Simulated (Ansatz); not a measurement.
CdTe:
Space group F-43m (No. 216); a = 6.490 Å, b = 6.490 Å, c = 6.490 Å, α = 90.00°, β = 90.00°, γ = 90.00°

| atom | site | symmetry | x | y | z |
|---|---|---|---|---|---|
| Cd | 4a | -43m | 0.0000 | 0.0000 | 0.0000 |
| Te | 4c | -43m | 0.2500 | 0.2500 | 0.2500 |
(The calculation used a cell of 2 atoms; values per cell refer to that cell.)

Relaxed with PBEsol. Independent-particle spectrum: no excitons, no local fields, no scissors shift; 0.1 eV broadening; ε₁ of the summed bands alone.

Question: Tabulate the dielectric function from the program Ansatz at the PBEsol level (PAW).

Answer: 

| E (eV) | ε₁ xx | ε₂ xx |
|---|---|---|
| 0.0 | 9.46 | 0.00 |
| 0.3 | 9.61 | 0.00 |
| 0.6 | 10.37 | 0.18 |
| 0.9 | 10.42 | 1.33 |
| 1.2 | 10.25 | 1.75 |
| 1.5 | 10.47 | 2.03 |
| 1.8 | 10.97 | 2.48 |
| 2.1 | 12.03 | 3.31 |
| 2.4 | 14.01 | 6.38 |
| 2.7 | 8.91 | 9.97 |
| 3.0 | 6.95 | 8.34 |
| 3.3 | 6.66 | 7.36 |
| 3.6 | 7.24 | 6.97 |
| 3.9 | 8.89 | 7.51 |
| 4.2 | 12.52 | 13.07 |
| 4.5 | -2.29 | 17.90 |
| 4.8 | -3.43 | 10.03 |
| 5.1 | -1.83 | 7.18 |
| 5.4 | 0.18 | 6.48 |
| 5.7 | -0.40 | 10.51 |
| 6.0 | -3.30 | 7.95 |
| 6.3 | -3.70 | 5.87 |
| 6.6 | -3.28 | 4.59 |
| 6.9 | -2.96 | 4.22 |
| 7.2 | -3.30 | 3.47 |
| 7.5 | -2.95 | 2.35 |
| 7.8 | -2.10 | 1.86 |
| 8.1 | -1.92 | 1.97 |
| 8.4 | -1.57 | 1.54 |
| 8.7 | -1.37 | 1.51 |
| 9.0 | -1.23 | 1.33 |
| 9.3 | -1.07 | 1.26 |
| 9.6 | -0.96 | 1.10 |
| 9.9 | -0.75 | 0.95 |
| 10.2 | -0.60 | 0.97 |
| 10.5 | -0.49 | 0.91 |
| 10.8 | -0.35 | 0.92 |
| 11.1 | -0.45 | 0.98 |
| 11.4 | -0.42 | 0.77 |
| 11.7 | -0.28 | 0.60 |
| 12.0 | -0.07 | 0.60 |

Question: From ε at 1.6 eV (xx: 10.58 + 2.21i), find n, k, the normal reflectivity and the absorption coefficient.

Answer: n = 3.27, k = 0.338, R = 29 %, α = 2kE/ħc = 55000 cm⁻¹.

With all bands, ε∞ without local fields is 9.62. DFPT, with local fields, gives 9.06.

The cell was relaxed with PBEsol under the symmetry of its start. Spin–orbit coupling is left out wherever it is not named.

Potentials: the earlier of the program's two PAW sets. The files were generated under PBE; for other functionals the program regenerates the frozen cores, and for LDA and PBEsol the local potential too.
